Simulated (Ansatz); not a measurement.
CdIn2O4 (spinel, Fd-3m), PBEsol (plane waves, PAW; program Ansatz), all energies at zero smearing, with the estimated change up to a 700 eV cutoff added, with one set of potentials and settings (totals compare only within such a set). Cell of 14 atoms (4 In, 8 O, 2 Cd): -42957.148 eV.

```csv
element,reference phase,E (eV/atom)
In,"I4/mmm, 1 atoms in the cell",-5525.4106
O,"C2/m, 4 atoms in the cell, spin-polarised",-558.3554
Cd,"P6_3/mmc, 2 atoms in the cell",-8184.0667
```

Formation energy per atom, worked out: (-42957.148 − 4×(-5525.4106) − 8×(-558.3554) − 2×(-8184.0667))/14 = -1.466 eV/atom (-141 kJ per mol of atoms), at 0 K, without zero-point energy or fitted corrections.

The PBEsol relaxation kept the symmetry of its start. The references are the lowest solids computed at this level, not always the standard phases (solids in place of the gases).

Potentials: the later of the program's two PAW sets.
